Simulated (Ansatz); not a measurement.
The start is a generated cell, HfN placed in the AFLOW prototype AB_oF8_69_a_b (B24, as in TlF). Cell shape, volume and atoms are optimised at zero target pressure with PBEsol (plane waves to 420 eV, PAW, scalar-relativistic; Ansatz, a program for electronic structure). The first steps use a coarse 8×8×8 k-mesh.

Starting cell:
```
CELL_PARAMETERS angstrom
      0.00000     2.43053     2.68928
      2.29120     0.00000     2.68928
      2.29120     2.43053     0.00000
ATOMIC_POSITIONS crystal
  N  0.00000 0.00000 0.00000
  Hf 0.50000 0.50000 0.50000
```

```json
{
 "initial_pressure": "-37 GPa (negative: the cell is under tension)",
 "outcome": "The space group goes from Fmmm (No. 69) to Fm-3m (No. 225); the end is rock salt type, with 2 atoms in the primitive cell",
 "volume_change": "-23.9 %, from 14.98 to 11.40 Å³/atom",
 "Shortest distances (start → end)": "The closest pairs of elements (up to four, under 3.6 Å), start → end: Hf–N 2.29 → 2.25 Å; Hf–Hf 3.34 → 3.18 Å; N–N 3.34 → 3.18 Å",
 "band_gap_at_the_end": "zero (metallic)",
 "optimiser_moves": "9"
}
```

It ends as:

Space group Fm-3m (No. 225); a = b = c = 4.5017 Å, α = β = γ = 90.00°

```tsv
atom	site	symmetry	x	y	z
N	4a	m-3m	0.0000	0.0000	0.0000
Hf	4b	m-3m	0.5000	0.5000	0.5000
```
(The calculation used a cell of 2 atoms; values per cell refer to that cell.)

Final values are on a 18×18×18 k-mesh of the relaxed cell. No spin polarisation in the result. The relaxed primitive cell holds an odd number of electrons. A magnetic state may lie lower.

The run could not lose the symmetry of its start.

All atoms sit on sites fixed by symmetry, so only the cell could relax.
